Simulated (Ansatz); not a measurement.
One crystal and one scan (energy against volume) at two levels, r2SCAN (plane waves to 500 eV, PAW, scalar-relativistic; Ansatz, a first-principles code) and PBE (plane waves to 420 eV, PAW, scalar-relativistic; Ansatz), each from its own relaxed cell and on its own mesh. The cell shown is that of r2SCAN.

CuI (zinc blende)

```
CuI
1.0
    0.00000     3.01151     3.01151
    3.01151     0.00000     3.01151
    3.01151     3.01151     0.00000
I Cu
1 1
Cartesian
  4.51727   4.51727   4.51727
  0.00000   0.00000   0.00000
```

The volume is varied about the relaxed value V₀ at fixed cell shape. Symmetry pins the atoms to their sites.

E stands for the smeared free energy. CuI is run without spin polarisation. CuI was relaxed with its symmetry unable to fall. Spin-orbit coupling is left out, though I is heavy. Percentages come from the unrounded values. Both scans cover V/V₀ from 0.900 to 1.100.

Results of r2SCAN:

```
Item                                                     Value
-------------------------------------------------------  -----
Lattice constant a (Å)                                   6.023
Pressure at the smallest volume (GPa)                     6.05
Energy cost of the largest compression (meV/atom)         46.2
Energy cost of the largest expansion (meV/atom)           30.7
Bulk modulus B₀ (third-order Birch-Murnaghan fit) (GPa)   43.8
Pressure for 5 % compression (fit) (GPa)                   2.6
```

**Question.** Estimate the PBE values.

**Answer.** 
```tsv
quantity	PBE	r2SCAN − PBE
Lattice constant a (Å)	6.079	-0.056 (-0.9 %)
Pressure at the smallest volume (GPa)	5.40	+0.65 (+12 %)
Energy cost of the largest compression (meV/atom)	42.3	+3.9 (+9.2 %)
Energy cost of the largest expansion (meV/atom)	28.1	+2.6 (+9 %)
Bulk modulus B₀ (third-order Birch-Murnaghan fit) (GPa)	38.9	+4.9 (+12 %)
Pressure for 5 % compression (fit) (GPa)	2.3	+0.3 (+12 %)
```

r2SCAN gives the higher value for: pressure at the smallest volume; energy cost of the largest compression; energy cost of the largest expansion; bulk modulus B₀; pressure for 5 % compression. r2SCAN gives the lower value for: lattice constant a. For the lattice constant a the reference is 6.053 Å (measured, room temperature or unstated; as given in arXiv:2305.18931): it holds thermal shifts, so no verdict is drawn. For the bulk modulus B₀ the reference is 36.6 GPa (measured, room temperature or unstated; as given in Abhijith M. Gopakumar, M. K. Gupta, R. Mittal et al., Physical Chemistry Chemical Physics (2017), arXiv:1612.07068): it holds thermal shifts, so no verdict is drawn. 

(Under strain, the slope of the energy per volume gives the stress and its curvature an elastic modulus.)
